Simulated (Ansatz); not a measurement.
AlN:
```
AlN
1.0
    3.08862     0.00000     0.00000
   -1.54431     2.67482     0.00000
    0.00000     0.00000     4.94319
Al N
2 2
Direct
  0.66667   0.33333   0.49901
  0.33333   0.66667   0.99901
  0.66667   0.33333   0.88099
  0.33333   0.66667   0.38099
```

Cartesian axes are those of the cell as given.

Task: Give the proper piezoelectric stress tensor with relaxed ions from DFT-LDA in the program Ansatz with PAW potentials.

Result: In C/m², rows x, y, z, Voigt columns; mesh uncertainty up to 0.01.
```
 0.00   0.00   0.00   0.00  -0.36   0.00
 0.00   0.00   0.00  -0.36   0.00   0.00
-0.67  -0.67   1.67   0.00   0.00   0.00
```

The elastic tensor of the same run (GPa):

```
396  144  112  0.0  0.0  0.0
144  396  112  0.0  0.0  0.0
112  112  370  0.0  0.0  0.0
0.0  0.0  0.0  116  0.0  0.0
0.0  0.0  0.0  0.0  116  0.0
0.0  0.0  0.0  0.0  0.0  126
```

Task: Convert to strain constants d = e·S.

Result: In pC/N:
```
 0.0   0.0   0.0   0.0  -3.2   0.0
 0.0   0.0   0.0  -3.2   0.0   0.0
-2.5  -2.5   6.0   0.0   0.0   0.0
```

Space group P6_3mc (wurtzite). Symmetry was held in the LDA relaxation. Signs of piezoelectric constants follow the polarity of the cell as given.

Potentials: the earlier of the program's two PAW sets. The files were generated under PBE; for other functionals the program regenerates the frozen cores, and for LDA and PBEsol the local potential too.
